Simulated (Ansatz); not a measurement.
The elements of this relaxed trial crystal are hidden behind letters.

```
lattice vectors (Å)
   4.4271    0.0000    0.0000
   0.0000    4.4271    0.0000
   0.0000    0.0000    4.4271
fractional positions
X 0.5000 0.0000 0.0000
X 0.0000 0.5000 0.0000
X 0.0000 0.0000 0.5000
X 0.5000 0.5000 0.5000
Z 0.0000 0.0000 0.0000
```

Level of theory: DFT PBE, scalar-relativistic, plane waves, PAW (Ansatz 0.2.0). Cutoff 420 eV, Γ-centred 8×8×8 mesh (5-atom cell), Gaussian smearing of 0.10 eV, no spin polarisation.

```
Space group                              : Pm-3m (No. 221)
Conventional cell                        : a = 4.427 Å
Volume per atom                          : 17.35 Å³
Density                                  : 2.17 g/cm³
Formation energy                         : −0.77 eV/atom
Gap on the 8×8×8 mesh of the 5-atom cell : 0 eV (a metal)
```

Energies are uncorrected and count from the elements' standard states at the same level.

Task: X is an s-block element of period 3 and Z is a p-block element of period 2. Which elements are they?

Result: X = Mg, Z = O, so the formula is Mg4O. Density times volume gives a mean mass of 2.17 × 17.35/1.6605 = 22.7 u per atom, and this set has 22.6 u. Among the elements that the hints allow, noble gases aside, only these give it. Mg on a site of symmetry 4/mmm is surrounded by 2 O at 2.21 Å and 12 Mg at 3.13 Å; Mg on a site of symmetry m-3m is surrounded by 12 Mg at 3.13 Å; O has 6 Mg at 2.21 Å.

A structure relaxed within its symmetry needn't be a true minimum.
